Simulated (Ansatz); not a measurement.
Input:

Relaxed KCl (rock salt):

```xyz
2
Lattice="0.0000 3.1906 3.1906 3.1906 0.0000 3.1906 3.1906 3.1906 0.0000" Properties=species:S:1:pos:R:3 pbc="T T T"
Cl     0.0000     0.0000     0.0000
K      3.1906     3.1906     3.1906
```

In this cell atom 1 (Cl, nearest neighbour K at 3.191 Å; its periodic images, 4.5 Å or more away, move with it) is moved by s along Cartesian z, unit vector (0.000, 0.000, 1.000); all other atoms and the cell stay fixed.

Method: PBE (plane waves to 420 eV, PAW, scalar-relativistic; Ansatz, an electronic-structure program). k mesh 7×7×7 (Γ-centred), Fermi-Dirac smearing 0.05 eV. Energies are smeared free energies. Left out: 2 of 11 points, with atoms too close for the PAW data. KCl was relaxed with its symmetry unable to fall. ΔE is measured from the undisplaced structure.

The scan covers s from -0.768 to 0.768 Å in 9 points.

### Question
Is this a single well or a double well?

### Answer
A single well with its minimum at or next to zero displacement.

### Question
Is the energy the same for equal positive and negative displacements?

### Answer
Even: the same for both signs. With its periodic images moving along, the atom's site symmetry in this cell is m-3m.

### Question
What force acts on the atom along the line at s = -0.768 Å?

### Answer
3.11 eV/Å.

### Question
What is the energy change at s = 0.768 Å?

### Answer
719 meV/cell.

(A displaced cell: forces are minus the slopes of the energy, force constants its curvatures, and phonons follow from these.)
